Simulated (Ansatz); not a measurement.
CuI:
```cif
data_CuI
_chemical_formula_sum 'Cu1 I1'
_space_group_name_H-M_alt 'P 1'
_space_group_IT_number 1
_cell_length_a 4.19961
_cell_length_b 4.19961
_cell_length_c 4.19961
_cell_angle_alpha 119.995
_cell_angle_beta 119.995
_cell_angle_gamma 90.009
loop_
_space_group_symop_operation_xyz
  'x, y, z'
loop_
_atom_site_label
_atom_site_type_symbol
_atom_site_fract_x
_atom_site_fract_y
_atom_site_fract_z
_atom_site_occupancy
Cu1 Cu 0.50000 0.50000 0.00000 1
I1 I 0.75000 0.25000 0.50000 1
```

Relaxed with PBEsol. PBEsol in the plane-wave PAW code Ansatz gives a gap of 1.17 eV.

Problem. What gap does HSE06 give on the same cell (Ansatz, PAW)?

Solution. 2.76 eV, 1.59 eV more. The hybrid was solved on a coarser mesh and at special points; its gap is the smallest among all of these.

```csv
k,v1 PBEsol,c1 PBEsol,v1 HSE06,c1 HSE06
Γ,0.00,1.17,0.00,2.76
M,-1.74,2.47,?,?
P,-1.48,4.56,?,?
N,-0.82,2.11,?,?
S0,-1.45,2.95,?,?
R,-1.48,4.55,-1.92,5.86
```

Problem. Top valence (v1) and lowest conduction level (c1) in eV from each method's valence maximum (which need not be a listed point): supply the withheld HSE06 values.

Solution. 
- N, v1 HSE06: -0.94
- N, c1 HSE06: 3.62
- P, v1 HSE06: -1.92
- P, c1 HSE06: 5.86
- M, v1 HSE06: -2.19
- M, c1 HSE06: 3.72
- S0, v1 HSE06: -1.79
- S0, c1 HSE06: 4.29

Cost on shared cores: the PBEsol run (SCF on a 9×9×9 mesh, then bands and DOS) about 60 core-seconds (a rough figure), the HSE06 run (SCF on 7×7×7, then a few points) around 5 core-minutes (rough); the tasks are unlike.

Space group F-43m (zinc blende). The PBEsol relaxation kept the symmetry of its start. The run is not spin-polarised. Point labels and valley counts follow the cell and symmetry of the run, lower than the named group. Scalar-relativistic: spin–orbit coupling is off unless named, which matters more the heavier the elements.

Potentials: the later of the program's two PAW sets.
